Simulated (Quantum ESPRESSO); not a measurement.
Band energies of GeF4

```xyz
5
Lattice="-2.6560 2.6560 2.6560 2.6560 -2.6560 2.6560 2.6560 2.6560 -2.6560" Properties=species:S:1:pos:R:3 pbc="T T T"
F      1.6748    -1.6748     1.6748
F      0.9812     0.9812     0.9812
F     -1.6748     1.6748     1.6748
F      1.6748     1.6748    -1.6748
Ge     0.0000     0.0000     0.0000
```

PBEsol (Quantum ESPRESSO, PseudoDojo norm-conserving, 84 Ry, with spin-orbit coupling); path ΓHNΓPH,PN; energies in eV from the valence-band maximum.

```
k (1/Å)  point  band 42  band 43  band 44  band 45  band 46  band 47  band 48  band 49
-------  -----  -------  -------  -------  -------  -------  -------  -------  -------
0.00         Γ    -0.41     5.30     5.30    11.99    11.99    12.86    12.86    13.05
0.20              -0.38     5.50     5.50    11.93    11.93    12.71    12.71    12.87
0.39              -0.25     6.00     6.00    11.75    11.75    12.25    12.25    12.38
0.59              -0.15     6.66     6.66    11.44    11.44    11.64    11.64    11.75
0.99              -0.02     7.98     7.98    10.58    10.58    10.75    10.75    10.78
1.18         H     0.00     8.25     8.25    10.42    10.42    10.61    10.61    10.61
1.39              -0.03     7.97     7.97    10.49    10.49    10.71    10.71    10.93
1.60              -0.08     7.47     7.47    10.47    10.47    11.09    11.09    11.62
2.02         N    -0.21     6.97     6.97    10.40    10.40    11.66    11.66    12.50
2.19              -0.22     6.77     6.77    10.63    10.64    11.76    11.79    12.55
2.35              -0.26     6.31     6.31    11.14    11.16    12.05    12.12    12.67
2.69              -0.36     5.44     5.44    11.94    11.94    12.76    12.79    12.93
2.86         Γ    -0.41     5.30     5.30    11.99    11.99    12.86    12.86    13.05
3.03              -0.36     5.45     5.45    11.93    11.93    12.78    12.78    12.96
3.20              -0.31     5.83     5.83    11.61    11.61    12.60    12.60    12.73
3.54              -0.31     6.77     6.77    10.79    10.79    11.92    11.92    12.01
3.71              -0.37     7.00     7.00    10.87    10.87    11.57    11.57    11.66
3.88         P    -0.45     7.05     7.05    11.21    11.21    11.36    11.36    11.36
4.17              -0.25     7.10     7.10    10.89    10.89    10.99    10.99    12.11
4.32              -0.17     7.24     7.24    10.76    10.76    10.86    10.87    12.13
4.47              -0.10     7.48     7.48    10.64    10.64    10.76    10.76    11.80
4.61              -0.05     7.79     7.79    10.55    10.55    10.68    10.68    11.28
4.90         H     0.00     8.25     8.25    10.42    10.42    10.61    10.61    10.61
4.90         P    -0.45     7.05     7.05    11.21    11.21    11.36    11.36    11.36
5.10              -0.33     7.03     7.03    10.83    10.83    11.39    11.39    11.86
5.50         N    -0.21     6.97     6.97    10.40    10.40    11.66    11.66    12.50
```

The PBEsol gap is indirect, 5.30 eV, from H to Γ; the smallest direct gap is 5.71 eV.

Geometry of the Materials Project entry, not relaxed at this level.
